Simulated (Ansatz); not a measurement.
Si₂W at several levels of theory

One geometry, relaxed with PBE, and single points on it; plane waves with PAW potentials in Ansatz, scalar-relativistic unless the row names spin-orbit coupling. No spin polarisation. Meshes are on the primitive cell of 3 atoms. Gaps are the least over mesh and band path; pressure is positive in compression. Smearing is Gaussian, 0.10 eV.

```
Si W
1.0
    -1.61453    1.61453    3.93355
     1.61453   -1.61453    3.93355
     1.61453    1.61453   -3.93355
Si W
2 1
Cartesian
  0.0000 0.0000 2.6320
  0.0000 0.0000 5.2351
  0.0000 0.0000 0.0000
```

```
level cutoff (eV) k mesh gap (eV) pressure (GPa) rough cost with bands (core-min)
  PBE          420  18×18×18         0             0.0                               2.3
```

Q: What do r2SCAN, PBE with spin-orbit coupling, LDA give on the same cell?

A:
```tsv
level	cutoff (eV)	k mesh	gap (eV)	pressure (GPa)	rough cost with bands (core-min)
r2SCAN	500	18×18×18	0	-4.4	4
PBE with spin-orbit coupling	420	18×18×18	0	-0.1	3
LDA	420	18×18×18	0	-8.8	2.1
```

Spin-orbit coupling is left out except in a row that names it, which matters for the bands of heavy elements.